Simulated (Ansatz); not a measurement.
**Cutoff convergence: CsCu4S3**

System: CsCu$_{4}$S$_{3}$ (parent space group No. 123, strained and rattled), 8 atoms in the cell.

```yaml
crystal:
  lattice:
    - [4.02115, -0.02212, -0.01547]
    - [-0.02212, 3.91305, 0.01010]
    - [-0.03777, 0.02465, 9.51842]
  atoms:
    - { symbol: Cs, position: [0.37592, 0.00920, 0.75862] }
    - { symbol: Cu, position: [0.87169, 0.03565, 0.39602] }
    - { symbol: Cu, position: [0.85527, 0.00814, 0.10507] }
    - { symbol: Cu, position: [0.37614, 0.53915, 0.10514] }
    - { symbol: Cu, position: [0.35066, 0.50281, 0.40056] }
    - { symbol: S, position: [0.85950, 0.52548, 0.98818] }
    - { symbol: S, position: [0.87313, 0.50553, 0.53513] }
    - { symbol: S, position: [0.36531, 0.01495, 0.26249] }
```
Lattice in Å, positions in fractions of it.

Computed with Ansatz 0.2.0 development build, r²SCAN, plane waves, PAW datasets (generated soft set 1).

k-mesh 3×3×1 Γ-centred; Fermi–Dirac smearing of 0.15 eV; no spin polarisation; no spin–orbit coupling.

Cutoffs run: 300, 325, 350, 375, 400, 425, 450, 500, 560, 640, 750 eV. At 750 eV the pressure at a fixed basis is 0.46 GPa and the rms force 0.463 eV/Å.

**Question.** From which of these cutoffs on do the forces lie within 5 meV/Å (rms) of the highest one?

**Answer.** From 375 eV.

**Question.** What pressure at a fixed basis does the 300 eV run show?

**Answer.** -5.23 GPa. An incomplete basis pulls the printed pressure down.

**Question.** Give the whole series.

**Answer.** 
```
cutoff (eV)  E − E(top) (meV/atom)  pressure at fixed basis (GPa)  corrected pressure (GPa)  rms force change (meV/Å)
        300                   72.2                          -5.23                      0.76                      31.9
        325                   22.2                          -1.21                      0.60                      14.5
        350                    9.4                           0.12                      0.53                       6.4
        375                    6.8                           0.38                      0.50                       3.6
        400                    5.4                           0.36                      0.49                       2.8
        425                    3.9                           0.33                      0.48                       2.0
        450                    2.5                           0.35                      0.48                       1.6
        500                    0.9                           0.42                      0.47                       0.9
        560                    0.4                           0.46                      0.48                       0.3
        640                    0.2                           0.47                      0.47                       0.1
        750                    0.0                           0.46                      0.47                       0.0
```

The k-mesh is coarse, so these values belong to this mesh and can lie far from the converged ones.
